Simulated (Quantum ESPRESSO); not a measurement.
ZnS (zinc blende, space group F-43m, No. 216) has a direct gap of 2.09 eV with PBEsol (pw.x of Quantum ESPRESSO, ONCV potentials, no spin-orbit coupling). After an isotropic strain (on all lattice vectors, atoms relaxed) the gap is direct, 2.18 eV.

**Question.** Which strain was applied?
A. +2 %
B. -1.5 %
C. +1 %
D. -3 %
E. -0.7 %

**Answer.** E, -0.7 %. Gaps found: -3 %: 2.49 eV (direct); -1.5 %: 2.29 eV (direct); -0.7 %: 2.18 eV (direct); 0 %: 2.09 eV (direct); 1 %: 1.96 eV (direct); 2 %: 1.84 eV (direct).
